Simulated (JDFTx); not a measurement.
```yaml
surface: Cu(100)
bulk: Cu, Fm-3m, lattice of mp-30 (not re-optimised)
slab: 4 atoms in 4 planes, 1x1, 5.4 Å between the outermost planes
in-plane cell: 2.530 × 2.530 Å, 6.40 Å²
cell_height: 21.4 Å
sampling: 8×8×1 k mesh, Fermi smearing 0.01 Ha, no spin polarisation
```

Method: PBE, GBRV ultrasoft potentials, plane waves to 20/100 Ha, in a modified build of JDFTx. Liquid on both sides: soft-sphere model, water, 0.5 M NaF; nuclei fixed, outer atoms relaxed in vacuum. Potentials are on the SHE scale by the convention U = −μ/e − 4.44 V; references calibrated for a solvation model differ from this value. This is a symmetric, unreconstructed model surface, and the continuum liquid cannot react with it. Convergence in thickness and k mesh wasn't tested for this slab.

| U (V vs SHE) | μ (eV) | excess electrons per cell | σ (μC/cm², per face) | run |
|---|---|---|---|---|
| -0.83 | -3.61 | 0.000 | 0.0 | neutral |
| -0.55 | -3.89 | -0.084 | 10.5 | fixed potential |
| -0.25 | -4.19 | … | … | fixed potential |

Problem. Fill in the missing entries, row by row.

Solution. 
- -0.25, excess electrons per cell: -0.167
- -0.25, σ (μC/cm², per face): 20.9
